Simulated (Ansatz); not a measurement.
Here is the system:

SnO:
```cif
data_OSn
_chemical_formula_sum 'O1 Sn1'
_space_group_name_H-M_alt 'P 1'
_space_group_IT_number 1
_cell_length_a 3.80181
_cell_length_b 3.80181
_cell_length_c 3.80181
_cell_angle_alpha 60.000
_cell_angle_beta 60.000
_cell_angle_gamma 60.000
loop_
_space_group_symop_operation_xyz
  'x, y, z'
loop_
_atom_site_label
_atom_site_type_symbol
_atom_site_fract_x
_atom_site_fract_y
_atom_site_fract_z
_atom_site_occupancy
O1 O 0.25000 0.25000 0.25000 1
Sn1 Sn 0.00000 0.00000 0.00000 1
```

This is the PBEsol-relaxed structure.

Problem. All from the program Ansatz at the PBEsol level (PAW), unless another level is named. Estimate the highest zone-centre frequency.

Solution. 204 cm⁻¹.

Problem. Predict the elastic constants (relaxed ions, GPa).

Solution. C11 = 67.9, C12 = 66.4, C44 = -38.8.

Space group F-43m (zinc blende). The start of the workflow was typed in or built on a structure type; neither database checked (COD, Materials Project) lists it. It is not the phase usual at ambient conditions (space group No. 129). Symmetry was held in the PBEsol relaxation. At this level the phase is mechanically unstable. The volume moved by 16 % from the start of the relaxation. As this level gives no gap, shear constants depend on the k-mesh and smearing (Fermi–Dirac, 0.1 eV here). As this level gives no gap, phonon frequencies hold no LO–TO term and depend on the k-mesh and smearing (Fermi–Dirac, 0.1 eV here). Spin–orbit coupling is left out wherever it is not named.

Potentials: the later of the program's two PAW sets.
